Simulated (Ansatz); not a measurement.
**Trial structures of GaMo: starts and ends**

All numbers below come from Ansatz 0.2.0, DFT PBE, scalar-relativistic, plane waves, PAW. All cells share a 420 eV cutoff and Γ-centred k meshes spaced about 0.3 Å⁻¹ or finer (0.25 for metals, 2π included). No spin polarisation in the final relaxations.

Each guess was relaxed in cell and atoms at zero pressure, within the symmetry of its start. All energies are static (0 K, no zero-point motion). Coordination counts all near atoms (those within 1.25 times the shortest distance at each site; a plus sign parts nearer from farther groups; a slash parts the counts of unlike sites).

| guess | made from | start group | V start (Å³/atom) | end group | V end (Å³/atom) | coordination at the end | gap on mesh (eV) | E over the lowest end (meV/atom) |
| --- | --- | --- | --- | --- | --- | --- | --- | --- |
| 1 | a cell proposed by chemical analogy | P2_13 | 17.4 | ? | ? | ? | ? | ? |
| 2 | VIr type | Cmmm | 17.8 | Cmmm | 15.3 | Ga 11, Mo 11+2 | 0 | 137 |
| 3 | a cell proposed by chemical analogy | P4/nmm | 17.4 | P4/nmm | 15.6 | Ga 10+4, Mo 10+4 | 0 | 0 |
| 4 | a cell proposed by chemical analogy | P4/nmm | 17.4 | P4/nmm | 17.3 | Ga 12+1/4+9, Mo 8+5/14 | 0 | 112 |
| 5 | a cell proposed by chemical analogy | Pmma | 17.4 | Pmma (AuCd (B19)) | 15.3 | Ga 12, Mo 12 | 0 | 129 |
| 6 | MgAl type | P-6m2 | 21.1 | P-6m2 | 15.6 | Ga 12, Mo 12 | 0 | 76 |

Guess 1 as it starts:

```xyz
8
Lattice="5.1800 0.0000 0.0000 0.0000 5.1800 0.0000 0.0000 0.0000 5.1800" Properties=species:S:1:pos:R:3 pbc="T T T"
Ga    3.3929    0.8029    1.7871
Ga    4.3771    4.3771    4.3771
Ga    0.8029    1.7871    3.3929
Ga    1.7871    3.3929    0.8029
Mo    1.8803    4.4703    3.2997
Mo    0.7097    0.7097    0.7097
Mo    4.4703    3.2997    1.8803
Mo    3.2997    1.8803    4.4703
```

Task: Predict the end of this guess and its energy over the lowest end.

Result: It ends in the FeSi (B20) type, space group P2_13 (No. 198), with a = 5.007 Å, 15.7 Å³/atom and no gap. It lies 137 meV/atom over the lowest end, within the noise of guess 5 and within the noise of guess 2. Counting all near atoms, this end has Ga 7+6, Mo 7+6 and the lowest (guess 3) has Ga 10+4, Mo 10+4.

```
Ga Mo
1.0
     5.00706    0.00000    0.00000
     0.00000    5.00706    0.00000
     0.00000    0.00000    5.00706
Ga Mo
4 4
Direct
  0.65118 0.15118 0.34882
  0.84882 0.84882 0.84882
  0.15118 0.34882 0.65118
  0.34882 0.65118 0.15118
  0.35806 0.85806 0.64194
  0.14194 0.14194 0.14194
  0.85806 0.64194 0.35806
  0.64194 0.35806 0.85806
```

Formation energies are uncorrected and refer to the elements' standard structures at the same level.

Task: Is the lowest end bound against the elements?

Result: Yes: its formation energy is −0.07 eV/atom. It lies below the elements, which doesn't yet make it stable against other compounds or structures.

The k mesh leaves some 4 meV/atom of noise in the energy of each metallic cell. Cells relaxed within their symmetry can be saddle points. A lower structure may well exist outside this small set. Some candidate types were left out of the draw beforehand, so a known form may be missing.
